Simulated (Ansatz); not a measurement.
Starting cell, Sn (beta-Sn type, space group I4_1/amd):

```yaml
crystal:
  lattice:
    - [-5.94700, 5.94700, 3.21230]
    - [0.00000, 0.00000, 3.21230]
    - [0.00000, 5.94700, 0.00000]
  atoms:
    - { symbol: Sn, position: [0.00000, 0.25000, 0.50000] }
    - { symbol: Sn, position: [0.50000, 0.25000, 0.50000] }
    - { symbol: Sn, position: [0.00000, 0.00000, 0.00000] }
    - { symbol: Sn, position: [0.50000, 0.00000, 0.00000] }
```

A phonon eigenvector at M = (0.5, 0.5, 0.5) is frozen into this cell: atom i moves by Q times the vector below, so Q is the largest atomic displacement, in Å. The cell is held. It is one choice among 2 degenerate patterns. (q is in reciprocal vectors of the primitive cell; the cell shown is doubled to hold the pattern.)

| atom | x | y | z |
|---|---|---|---|
| Sn1 | 0.000 | -1.000 | 0.000 |
| Sn2 | 0.000 | 1.000 | 0.000 |
| Sn3 | 0.000 | 1.000 | 0.000 |
| Sn4 | 0.000 | -1.000 | 0.000 |

Level of theory: PBE (plane waves to 420 eV, PAW, scalar-relativistic; Ansatz, a first-principles code). k mesh 16×16×16 (Γ-centred), Fermi-Dirac smearing 0.05 eV. E stands for the smeared free energy. With partly filled bands, energies and forces of such displacements shift with the k mesh and the smearing. Sn was relaxed with its symmetry unable to fall. The zero of ΔE is the undisplaced structure. The last digit holds for this mesh only.

```tsv
Q (Å)	ΔE (meV/cell)
-0.180	withheld
-0.150	356.7
-0.120	218.3
-0.090	117.9
-0.060	50.5
-0.030	12.2
0.000	0.0
0.030	12.2
0.060	50.5
0.090	117.9
0.120	218.3
0.150	356.7
0.180	withheld
```

Fit an even polynomial form (powers 2, 4, 6) to the given rows and predict ΔE at Q = 0.180.

Least squares on the 11 given rows: ΔE = (13620)·Q² + (120900)·Q⁴ + (-970000)·Q⁶, in meV/cell with Q in Å; root-mean-square residual 0.11 meV/cell. At 0.180 the fit gives 535.2 meV/cell; the calculation gives 539.0 meV/cell, so the extrapolation is off by -3.8 (-0.7 %). The quadratic term alone would give 441.3 meV/cell.

(For displaced atoms, the force is minus the slope of the energy, and its curvature is a force constant, which sets phonon frequencies.)
